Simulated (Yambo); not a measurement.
Yambo input for RbLuO$_{2}$ (space group R-3m, No. 166) under isotropic strain of -3 % on all lattice vectors (a = b = c = 6.514 Å, α = β = γ = 29.17°), on PBEsol (pw.x of Quantum ESPRESSO, ONCV potentials, no spin-orbit coupling) wavefunctions on a 6×6×6 mesh:

```
optics
chi
dipoles
kernel
FFTGvecs= 40 Ry
Chimod= "HARTREE"
NGsBlkXd= 4 Ry
% QpntsRXd
 1 | 1 |
%
% BndsRnXd
 2 | 59 |
%
GrFnTpXd= "R"
% EnRngeXd
 0.0 | 20.0 | eV
%
% DmRngeXd
 0.2 | 0.2 | eV
%
CGrdSpXd= 50
ETStpsXd= 161
% LongDrXd
 1.0 | 0.0 | 0.0 |
%
% XfnQP_E
 0.554 | 1.0 | 1.0 |
%
```

First lines of the file o-*.eps_q1_inv_rpa_dyson:

```
Absorption @ Q(1):   1.00000000     0.00000000     0.00000000    [q->0 direction]
#
# [ X ] Hartree size     :   49
# [GEN] GF Energies     : Perdew, Burke & Ernzerhof SOL(X)+Perdew, Burke & Ernzerhof SOL(C)+ user defined corrections @E
# [GEN] Green`s Function     : Retarded
#
# [GEN] Gauge     : Length
# [GEN] [r,Vnl] included     : yes
#
#    E[1] [eV]     Im(eps)     Re(eps)     Im(eps_o)     Re(eps_o)
#
     0.000000     -0.49152E-09     4.011953     0.30085E-17     4.467507
     0.125000     0.002097     4.012605     0.002392     4.468251
     0.250000     0.004203     4.014565     0.004796     4.470487
     0.375000     0.006331     4.017842     0.007223     4.474226
     0.500000     0.008489     4.022451     0.009685     4.479486
     0.625000     0.010689     4.028416     0.012194     4.486291
     0.750000     0.012943     4.035766     0.014765     4.494676
     0.875000     0.015263     4.044537     0.017411     4.504682
     1.000000     0.017665     4.054775     0.020148     4.516360
     1.125000     0.020163     4.066534     0.022994     4.529773
     1.250000     0.022775     4.079880     0.025970     4.544992
     1.375000     0.025521     4.094887     0.029097     4.562103
     1.500000     0.028425     4.111644     0.032402     4.581209
     1.625000     0.031513     4.130257     0.035916     4.602425
     1.750000     0.034818     4.150848     0.039675     4.625891
     1.875000     0.038379     4.173558     0.043723     4.651769
     2.000000     0.042242     4.198559     0.048113     4.680248
     2.125000     0.046466     4.226048     0.052909     4.711555
     2.250000     0.051123     4.256264     0.058195     4.745959
     2.375000     0.056306     4.289493     0.064075     4.783781
     2.500000     0.062136     4.326081     0.070683     4.825413
     2.625000     0.068771     4.366454     0.078202     4.871336
     2.750000     0.076432     4.411140     0.086877     4.922145
     2.875000     0.085426     4.460809     0.097054     4.978595
     3.000000     0.096200     4.516324     0.109240     5.041661
     3.125000     0.109439     4.578820     0.124205     5.112620
     3.250000     0.126240     4.649821     0.143189     5.193191
     3.375000     0.148493     4.731405     0.168325     5.285718
     3.500000     0.179717     4.826370     0.203597     5.393347
     3.625000     0.227093     4.937932     0.257134     5.519682
     3.750000     0.305853     5.066145     0.346184     5.664659
     3.875000     0.438910     5.190875     0.496392     5.805144
     4.000000     0.614393     5.262866     0.693415     5.886031
```
(The file goes on to the top of the energy range.) Convergence of the RPA response with its 6×6×6 mesh was not tested. The scissor comes from a G0W0 run whose convergence isn't established.

Geometry strained from the cell relaxed with PBEsol, atoms relaxed again.
